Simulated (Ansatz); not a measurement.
**Ir (hcp): energy against volume**

Theory: DFT, r2SCAN, plane waves (500 eV) with PAW, scalar-relativistic (Ansatz 0.2.0). (PAW data from PBE, frozen cores regenerated.)

The cell is scaled uniformly from the relaxed one, with fractional coordinates and shape fixed. Energies are extrapolated to zero smearing, pressures are those at the given smearing. Magnetic state: non-magnetic.

A Birch-Murnaghan fit gives V₀ = 14.26 Å³/atom, B₀ = 373 GPa, B₀′ = 5.1.

Task: What are the energy above the minimum and the pressure at 12.556 Å³/atom?

Result: 306.8 meV/atom and 65.57 GPa as computed.

Task: What are the energy above the minimum and the pressure at 13.698 Å³/atom?

Result: 28.0 meV/atom and 16.76 GPa as computed.

Task: What are the energy above the minimum and the pressure at 14.839 Å³/atom?

Result: 25.3 meV/atom and -13.37 GPa as computed.
